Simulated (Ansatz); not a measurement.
Hf3Cu4Ge2:
```
Hf3Cu4Ge2
1.0
    6.33752     0.00000     0.00000
   -3.16876     5.48845     0.00000
    0.00000     0.00000     3.98247
Hf Cu Ge
3 4 2
Direct
  0.00000   0.58985   0.50000
  0.58985   0.00000   0.50000
  0.41015   0.41015   0.50000
  0.00000   0.00000   0.50000
  0.23924   0.00000   0.00000
  0.76076   0.76076   0.00000
  0.00000   0.23924   0.00000
  0.66667   0.33333   0.00000
  0.33333   0.66667   0.00000
```

Relaxed with r²SCAN. Special points in fractions of this cell's reciprocal vectors: Γ (0.000, 0.000, 0.000); M (0.500, 0.000, 0.000); K (0.333, 0.333, 0.000); A (0.000, 0.000, 0.500); L (0.500, 0.000, 0.500); H (0.333, 0.333, 0.500).

List the band energies nearest the Fermi level at these points for the program Ansatz at the r²SCAN level (PAW).

In eV from the Fermi level; about four levels below and three above (degenerate sets whole), none deeper than 8.9 eV; points with the same levels are listed once.

```csv
k,below,above
Γ,-2.41 -2.00 -1.44 -1.08,0.34 0.34 0.65 0.65
M,-1.42 -0.81 -0.79 -0.44,0.01 0.19 1.12
K,-0.94 -0.94 -0.54 -0.46,0.30 0.45 0.45
A,-1.54 -1.54 -0.96 -0.96,1.08 1.08 1.33 1.33
L,-1.95 -1.73 -1.54 -1.25,1.18 1.21 1.27
H,-1.97 -1.82 -1.82 -0.93,1.23 1.31 1.43 1.43
```

Space group P-62m. The workflow started from a Materials Project entry (that database holds measured and hypothetical structures alike); the Crystallography Open Database copy checked does not list it. Its standing as an ambient phase is unchecked. Symmetry was held in the r²SCAN relaxation; its stability against distortions is not shown here. No spin polarisation was allowed. Spin–orbit coupling is left out wherever it is not named.

Potentials: the later of the program's two PAW sets.
